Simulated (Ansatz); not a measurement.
Relaxed-ion elastic tensor of TlCl (CsCl type, Pm-3m) in GPa (Voigt order), DFT-LDA in the program Ansatz with PAW potentials; density 7.90 g/cm³, 25.21 Å³ per atom.

```json
[
 {"": "1", "1": "55.0", "2": "28.9", "3": "28.9", "4": "0.0", "5": "0.0", "6": "0.0"},
 {"": "2", "1": "28.9", "2": "55.0", "3": "28.9", "4": "0.0", "5": "0.0", "6": "0.0"},
 {"": "3", "1": "28.9", "2": "28.9", "3": "55.0", "4": "0.0", "5": "0.0", "6": "0.0"},
 {"": "4", "1": "0.0", "2": "0.0", "3": "0.0", "4": "14.6", "5": "0.0", "6": "0.0"},
 {"": "5", "1": "0.0", "2": "0.0", "3": "0.0", "4": "0.0", "5": "14.6", "6": "0.0"},
 {"": "6", "1": "0.0", "2": "0.0", "3": "0.0", "4": "0.0", "5": "0.0", "6": "14.6"}
]
```

Problem. Is the crystal mechanically stable?

Solution. Yes: the smallest eigenvalue of C is 14.6 GPa.

Problem. Work out the Voigt, Reuss and Hill averages.

Solution. K_V = 37.6, K_R = 37.6, K_H = 37.6; G_V = 14.0, G_R = 13.9, G_H = 14.0 GPa.

Problem. Give Young's modulus, Poisson's ratio, Pugh's ratio and the universal anisotropy index.

Solution. E = 9KG/(3K + G) = 37.3 GPa; ν = 0.33; K/G = 2.69 (ductile by the Pugh limit of 1.75); A_U = 5G_V/G_R + K_V/K_R − 6 = 0.02.

Problem. Estimate the sound speeds and the Debye temperature.

Solution. v_l = √((K + 4G/3)/ρ) = 2670 m/s, v_t = √(G/ρ) = 1330 m/s, mean 1490 m/s; Θ = (h/k)(3n/4πV)^(1/3) v_m = 151 K.

Problem. Give the Zener ratio and Young's modulus along [100], [110] and [111].

Solution. A = 2C44/(C11 − C12) = 1.12; 1/E = S11 − 2(S11 − S12 − S44/2)Γ with Γ = 0, 1/4, 1/3 gives 35.1, 37.8, 38.8 GPa.

Problem. Solve the Christoffel equation for the three sound speeds along [100], [110], [111].

Solution. Eigenvalues of C_ijkl n_j n_l equal ρv². In km/s, slowest first: [100] 1.36, 1.36, 2.64; [110] 1.28, 1.36, 2.68; [111] 1.31, 1.31, 2.69.

Symmetry was held in the LDA relaxation; phonons on a q-mesh show no instability. The volume moved by -15 % from the start of the relaxation. The volume fell by over 15 % from the filed cell, which may lack light atoms or belong to other conditions. Spin–orbit coupling is left out wherever it is not named.

Potentials: the later of the program's two PAW sets.
